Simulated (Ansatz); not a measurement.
An Ansatz (a first-principles code) run. Input:

Ansatz 0.2 input:
```yaml
crystal:
  lattice:
    - [5.1428322405, 0.0, 0.0]
    - [-2.5714161203, 4.4538233677, 0.0]
    - [0.0, 0.0, 13.9186685869]
  atoms:
    - { symbol: Li, position: [0.6666666667, 0.3333333333, 0.5561658991], spin: 0.0 }
    - { symbol: Li, position: [0.3333333333, 0.6666666667, 0.3894925621], spin: 0.0 }
    - { symbol: Li, position: [0.3333333333, 0.6666666667, 0.8814671873], spin: 0.0 }
    - { symbol: Li, position: [0.0, 0.0, 0.7206197501], spin: 0.0 }
    - { symbol: Nb, position: [0.3333333333, 0.6666666667, 0.1665395174], spin: 0.0 }
    - { symbol: Nb, position: [0.6666666667, 0.3333333333, 0.3378038908], spin: 0.04 }
    - { symbol: Nb, position: [0.0, 0.0, 0.5026961891], spin: 0.0 }
    - { symbol: Nb, position: [0.3333333333, 0.6666666667, 0.6683153073], spin: 0.0 }
    - { symbol: Nb, position: [0.6666666667, 0.3333333333, 0.8358294374], spin: 0.0 }
    - { symbol: Nb, position: [0.0, 0.0, 0.9939171024], spin: 0.0 }
    - { symbol: Ni, position: [0.0, 0.0, 0.2070431296], spin: 1.6 }
    - { symbol: O, position: [0.0519851625, 0.7363950654, 0.1068718316], spin: 0.07 }
    - { symbol: O, position: [0.6844099029, 0.9480148375, 0.1068718316], spin: 0.07 }
    - { symbol: O, position: [0.0076991027, 0.3646604338, 0.2730249579], spin: 0.05 }
    - { symbol: O, position: [0.2636049346, 0.3155900971, 0.1068718316], spin: 0.07 }
    - { symbol: O, position: [0.3569613311, 0.9923008973, 0.2730249579], spin: 0.05 }
    - { symbol: O, position: [0.6353395662, 0.6430386689, 0.2730249579], spin: 0.05 }
    - { symbol: O, position: [0.7018271646, 0.0455073921, 0.4372644432], spin: 0.0 }
    - { symbol: O, position: [0.3436802275, 0.2981728354, 0.4372644432], spin: 0.0 }
    - { symbol: O, position: [0.6764927125, 0.7126817402, 0.602592257], spin: 0.0 }
    - { symbol: O, position: [0.9544926079, 0.6563197724, 0.4372644432], spin: 0.0 }
    - { symbol: O, position: [0.0361890277, 0.3235072875, 0.602592257], spin: 0.0 }
    - { symbol: O, position: [0.2873182598, 0.9638109723, 0.602592257], spin: 0.0 }
    - { symbol: O, position: [0.3723564807, 0.3801775101, 0.7680701405], spin: 0.0 }
    - { symbol: O, position: [0.0078210294, 0.6276435193, 0.7680701405], spin: 0.0 }
    - { symbol: O, position: [0.3342554363, 0.0329439291, 0.9310072789], spin: 0.0 }
    - { symbol: O, position: [0.6198224899, 0.9921789706, 0.7680701405], spin: 0.0 }
    - { symbol: O, position: [0.6986884928, 0.6657445637, 0.9310072789], spin: 0.0 }
    - { symbol: O, position: [0.9670560709, 0.3013115072, 0.9310072789], spin: 0.0 }
kpoints:
  mp_grid: { grid: [6, 6, 2] }
hamiltonian:
  xc: r2scan
  pseudopotentials: { kind: paw }
magnetization: { spin_polarized: true }
scf:
  occupations: { method: gaussian, width: 0.02 }
checkpoint: { read: static.run }
output: { write_density: true, elf: true, volumetric_format: npy }
```

Output (shortened):

```
Pseudopotential: Li, paw, valence charge 3
Pseudopotential: Nb, paw, valence charge 13
Pseudopotential: Ni, paw, valence charge 18
Pseudopotential: O, paw, valence charge 6
Functional definition: r2SCAN
Crystal: 29 atoms, lattice volume = 318.811 Å³
Basis set: ecut = 500 eV, 8067 PW (Γ), exchange–correlation on 160×160×432 points (64 copies of the dense FFT grid, shifted against one another)
Bands: 138, of which v1, the nominal top of the filled ones, is band 108 counted from 1 (107 counted from 0)
Symmetry: 3 space group operations
Space group: P3 (ITA 143), of the structure as read, at distance tolerance 6.8e-5 Å
k-points: 16 of 72 (time reversal used)
Stability of the state it starts from, as read at its close in the collinear treatment (another_mixer)
Starting moments: Σ|m| = 2 μB on 8 of 29 sites; this step starts from the density that it was given
iter 1 solved again at ethr=4.34e-8 eV; its pass at ethr=3.10e-3 eV (dr2=9.36e-5 eV) is discarded
SCF iter   1: F=—  HF=-44313.550846 eV  |F-HF|=—  |Δ(HF+E_count)|=         —  Δρ=3.23e-7 (↑2.54e-7 ↓3.23e-7)  dr2=5.15e-10  dr2_τ=3.15e-11  dr2_m=2.04e-11  M=2.000 μB ∫|m|=2.094 μB  β_m=1.20  ethr=4.34e-8  ⟨swp⟩=4.0  Hψ=31613  notcnv=0
preconditioner: auto → Resta (q_TF=auto, 2.557 Å⁻¹)
spin=Collinear: Resta preconditioning applied to the charge; magnetization (m = ρ↑ − ρ↓) channel mixes plain (no charge-response kernel on spin).
SCF iter   2: F=-44313.550846 eV  HF=-44313.550846 eV  |F-HF|=0.00e0  |Δ(HF+E_count)|=   2.11e-7  Δρ=1.99e-7 (↑1.24e-7 ↓1.99e-7)  dr2=1.21e-10  dr2_τ=3.01e-11  dr2_m=2.31e-11  M=2.000 μB ∫|m|=2.094 μB  ethr=1.00e-12  ⟨swp⟩=7.8  Hψ=17811  notcnv=0
SCF 1 converged in 2 iterations: F = -44313.550846 eV  dr2 = 1.21e-10
Stability not checked (another_mixer)
SCF converged after 2 iterations
Magnetization: 2.0000 μB (109.0000 up, 107.0000 down)
Absolute magnetization: 2.0935 μB (∫|ρ↑−ρ↓|, with the PAW one-centre terms)
Spin contamination: 0.0055 ħ² per cell (⟨S²⟩ above its minimum at these occupations)
Per-site moments (μB) at R_I (Å): [(6.710304043852042e-6, 0.838059600933646), (0.00019224622489940327, 0.8390300394303084), (8.887329861812691e-6, 0.8265329991197887), (2.7703671451630965e-6, 0.8435528816504978), (0.007972448277708958, 0.7640478388182023), …
Free energy (F): -44313.550846 eV
Harris-Foulkes:  -44313.550846 eV  (|F-HF|=0.00e0)
Internal energy: -44313.550846 eV  (E = F + TS)
E sigma→0 (E₀):  -44313.550846 eV
Fermi energy:    9.322379 eV
--- Per-component energies (eV) ---
  E_band       = -2046.908185
  E_kinetic    = 5899.149900
  E_local      = -18571.481647  (includes V_loc(G=0)·N_el)
  E_nonlocal   = 2048.713562
  E_hartree    = 6891.494985
  E_xc         = -2464.531678
  E_vxc        = -3503.764695  (∫ρ·V_xc dr)
  E_paw        = -23144.075816  (= ΣΔE_a)
  E_vpaw       = -1925.878815  (= ΣTr[D̂ρ^β])
  E_aug_tail   = 0.018212  (compensation charges beyond the density's cutoff)
  E_vtau       = 223.345072  (kinetic-family band-sum trace: ∫τ·v_τ [+ j·A + Jᵃ·Aᵃ] dr)
  E_ewald      = -14970.808775
  E_core_change = -2.029589  (= ΣΔE_core)
  E_smearing   =  0.000000  (= −TS)
  E_closure    = 0.000000  (closes the sum)
  Σ components = -44313.550846   (vs F -44313.550846, Δ=0.00e0)
  [band-id]    e_kinetic+e_local+e_nonlocal+2·e_hartree+e_vxc+e_vpaw+e_augmentation_tail+e_vtau = -2046.908441   (vs E_band -2046.908185, Δ=-2.56e-4)
--- Band table (eV; the first three rows and the last of 32) ---
  k-point 0 ↑: bands = ["-99.6222", "-58.5201", "-58.5201", "-58.5092", "-48.9817", "-48.8220", "-48.7045", "-48.6753", "-48.6632", "-48.5266", "-36.7012", "-36.5675", "-36.4959", "-36.2458", "-24.4811", "-24.4811", "-24.3917", "-24.3120", "-24.3120", …
  k-point 1 ↑: bands = ["-99.6222", "-58.5201", "-58.5201", "-58.5092", "-48.9817", "-48.8221", "-48.7045", "-48.6753", "-48.6632", "-48.5266", "-36.7012", "-36.5675", "-36.4959", "-36.2458", "-24.4811", "-24.4811", "-24.3917", "-24.3124", "-24.3124", …
  k-point 2 ↑: bands = ["-99.6222", "-58.5201", "-58.5201", "-58.5092", "-48.9817", "-48.8220", "-48.7044", "-48.6753", "-48.6633", "-48.5267", "-36.7012", "-36.5675", "-36.4959", "-36.2459", "-24.4826", "-24.4821", "-24.3987", "-24.3132", "-24.3042", …
  k-point 15 ↓: bands = ["-96.5632", "-55.6137", "-55.5914", "-55.5913", "-48.9546", "-48.8210", "-48.7041", "-48.6631", "-48.6601", "-48.5273", "-36.7011", "-36.5675", "-36.4959", "-36.2459", "-24.4553", "-24.4480", "-24.4061", "-24.3010", "-24.2924", …
```

Cost: roughly 3 core-minutes on shared cores.

The start of the workflow was typed in or built on a structure type; neither database checked (COD, Materials Project) lists it. Whether it is the stable phase at ambient conditions was not checked. The r²SCAN relaxation kept the symmetry of its start; whether a distortion lowers the energy is not shown. Spin order of the final state: ferromagnetic, the only order run, not a proven ground state. Other orbital occupations within this spin state were not tried. No Hubbard U is applied. Scalar-relativistic: spin–orbit coupling is off unless named, which matters more the heavier the elements.

Potentials: the later of the program's two PAW sets.

Ansatz is a plane-wave DFT program.
